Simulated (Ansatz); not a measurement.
LaWN₃:
```cif
data_La2N6W2
_chemical_formula_sum 'La2 W2 N6'
_space_group_name_H-M_alt 'P21/m'
_space_group_IT_number 11
_space_group_name_Hall '-P 2yb'
_cell_length_a 5.79482
_cell_length_b 3.85736
_cell_length_c 7.89936
_cell_angle_alpha 90.000
_cell_angle_beta 109.075
_cell_angle_gamma 90.000
loop_
_space_group_symop_operation_xyz
  'x, y, z'
  '-x, -y, -z'
  '-x, y+1/2, -z'
  'x, -y+1/2, z'
loop_
_atom_site_label
_atom_site_type_symbol
_atom_site_symmetry_multiplicity
_atom_site_Wyckoff_symbol
_atom_site_fract_x
_atom_site_fract_y
_atom_site_fract_z
_atom_site_occupancy
La1 La 2 e 0.24706 0.25000 0.18508 1
W1 W 2 e 0.14019 0.25000 0.66814 1
N1 N 2 e 0.03508 0.25000 0.86597 1
N2 N 2 e 0.02497 0.75000 0.61018 1
N3 N 2 e 0.46739 0.25000 0.74133 1
```

Relaxed with PBEsol. PBEsol in the plane-wave PAW code Ansatz gives a gap of 1.70 eV.

Task: What gap does HSE06 give on the same cell (Ansatz, PAW)?

Result: 2.74 eV, 1.04 eV more. The hybrid was solved on a coarser mesh and at special points; the gap given is the minimum over both.

```
k   v1 PBEsol  c1 PBEsol  v1 HSE06  c1 HSE06
--  ---------  ---------  --------  --------
Γ        0.00       1.70      0.00      2.74
Z       -0.39       2.43         …         …
B       -0.28       1.96     -0.33      3.04
Y2      -0.63       2.21         …         …
C2      -0.61       2.68         …         …
D       -0.44       2.55     -0.49      3.65
A       -0.57       2.10         …         …
E       -0.36       2.47     -0.37      3.58
```

Task: Top valence (v1) and lowest conduction level (c1) in eV from each method's valence maximum (which need not be a listed point): supply the withheld HSE06 values.

Result: 
- A, v1 HSE06: -0.60
- A, c1 HSE06: 3.23
- Z, v1 HSE06: -0.40
- Z, c1 HSE06: 3.46
- Y2, v1 HSE06: -0.62
- Y2, c1 HSE06: 3.32
- C2, v1 HSE06: -0.70
- C2, c1 HSE06: 3.87

Cost on shared cores: the PBEsol run (SCF on a 5×7×4 mesh, then bands and DOS) around 3 core-minutes (rough), the HSE06 run (SCF on 3×4×3, then a few points) around 8 core-minutes (rough); the tasks are unlike.

Space group P2_1/m. The workflow started from a Materials Project entry (that database holds measured and hypothetical structures alike); the Crystallography Open Database copy checked does not list it. Its standing as an ambient phase is unchecked. The PBEsol relaxation kept the symmetry of its start; whether a distortion lowers the energy is not shown. No spin polarisation was allowed. Spin–orbit coupling is left out wherever it is not named.

Potentials: the later of the program's two PAW sets.
